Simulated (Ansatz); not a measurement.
## TiTc: electron density at the nuclei under pressure

```
CELL_PARAMETERS angstrom
3.11000 0.00000 0.00000
0.00000 3.11000 0.00000
0.00000 0.00000 3.11000
ATOMIC_POSITIONS crystal
Ti 0.50000 0.50000 0.50000
Tc 0.00000 0.00000 0.00000
```

Atom numbers follow the list: Ti1, Tc2.

The cell comes from COD entry 1527274, which wasn't checked; take it as a given geometry.

Spin polarisation is left out, and whether a magnetic state lies lower isn't shown here.

Computed with DFT, PBEsol, all-electron PAW with datasets made for the crystal, scalar-relativistic (Ansatz 0.2.0).

Numerical set-up: a Γ-centred 12×12×12 k mesh, Fermi–Dirac smearing of 0.08 eV, cutoff 280 eV (chosen by the program for this cell), no spin polarisation.

The contact density is the mean electron density over the nuclear volume; its changes follow the s electrons' response to bonding and compression. Changes below are taken from the unscaled cell, where it is 56692.8 e/Å³ at Ti1, 654281 e/Å³ at Tc2.

Volumes at which the program chose other datasets or cutoffs are left out.

| V/V(cell) | P (GPa) | Δρ(0) Ti1 (e/Å³) | Δρ(0) Tc2 (e/Å³) |
| --- | --- | --- | --- |
| 0.9400 | 5.1 | 0.87 | 4.18 |
| 0.9600 | 0.2 | 0.57 | 2.76 |
| 0.9800 | -4.2 | 0.29 | ? |
| 0.9900 | -6.2 | 0.14 | 0.67 |
| 1.0000 | -8.1 | 0.00 | 0.00 |
| 1.0100 | -9.9 | ? | ? |
| 1.0200 | -11.7 | -0.28 | -1.33 |

(1) Give the missing entry: row "1.0100", column "Δρ(0) Ti1 (e/Å³)".

(2) What belongs in the row "1.0100", column "Δρ(0) Tc2 (e/Å³)"?

(3) Fill in "Δρ(0) Tc2 (e/Å³)" for the row "0.9800".

The datasets are made afresh for each cell, so very small changes are uncertain.

Results:

(1) -0.14.

(2) -0.67.

(3) 1.37.
